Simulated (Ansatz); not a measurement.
# Kick along a soft mode, then relaxed in Cs₃SbF₆

All numbers below come from DFT PBEsol, scalar-relativistic, plane waves, PAW (Ansatz 0.2.0). The runs took a 420 eV cutoff, a Γ-centred 4×4×4 mesh and Gaussian smearing (0.05 eV). No spin polarisation. Energies are free energies at this smearing, counted from the undisturbed cell; pressure is positive in compression.

Zero of the scan (relaxed at this level; it needn't be the usual structure):

```
Cs Sb F
1.0
     0.00000    4.96556    4.96556
     4.96556    0.00000    4.96556
     4.96556    4.96556    0.00000
Cs Sb F
3 1 6
Direct
  0.75000 0.75000 0.75000
  0.25000 0.25000 0.25000
  0.50000 0.50000 0.50000
  0.00000 0.00000 0.00000
  0.77938 0.22062 0.22062
  0.22062 0.22062 0.77938
  0.22062 0.77938 0.77938
  0.22062 0.77938 0.22062
  0.77938 0.22062 0.77938
  0.77938 0.77938 0.22062
```

The atoms are moved along a zone-centre mode of 24i cm⁻¹ (Å):

```csv
atom,ux,uy,uz
Cs1,0.000,-0.150,0.000
Cs2,0.000,0.150,0.000
Cs3,0.000,0.000,0.000
Sb4,0.000,0.000,0.000
F5,0.000,0.000,-0.081
F6,-0.081,0.000,0.000
F7,0.000,0.000,0.081
F8,0.000,0.000,0.000
F9,0.000,0.000,0.000
F10,0.081,0.000,0.000
```

Cell and atoms are then relaxed.

Task: Does the relaxation return to the undisturbed structure?

Result: No. It ends 7.3 meV/atom below it. The final space group reads Immm (tolerance 0.01 Å) and the volume changes by 2.33 %.

Final structure:

```
Cs Sb F
1.0
     0.28516    5.03545    4.99634
     5.28150    0.00000    5.28150
     4.99634    5.03545    0.28516
Cs Sb F
3 1 6
Direct
  0.71141 0.78859 0.71141
  0.28859 0.21141 0.28859
  0.50000 0.50000 0.50000
  0.00000 0.00000 0.00000
  0.75439 0.19703 0.24561
  0.24561 0.19703 0.75439
  0.24561 0.80297 0.75439
  0.21809 0.78191 0.21809
  0.78191 0.21809 0.78191
  0.75439 0.80297 0.24561
```

The relaxation, step by step (energy from the first step; small jumps at an unchanged geometry come where the plane waves are selected anew for the new cell):

```csv
step,ΔE (meV/atom),largest force component (eV/Å),pressure (GPa)
1,0.0,0.034,0.03
2,-0.6,0.030,-0.01
3,-2.7,0.090,0.33
4,-2.1,0.104,-0.17
5,-3.2,0.046,-0.09
6,-3.7,0.121,0.14
7,-3.8,0.013,-0.02
8,-3.8,0.007,0.02
9,-5.9,0.007,0.17
10,-6.2,0.002,0.05
11,-6.1,0.004,0.00
12,-6.7,0.004,0.05
13,-6.7,0.007,0.01
14,-6.7,0.007,0.02
```

Cost: 1 run of about 3.8 core-minutes, on Intel Xeon Platinum 8375C (Ice Lake) (shared hosts).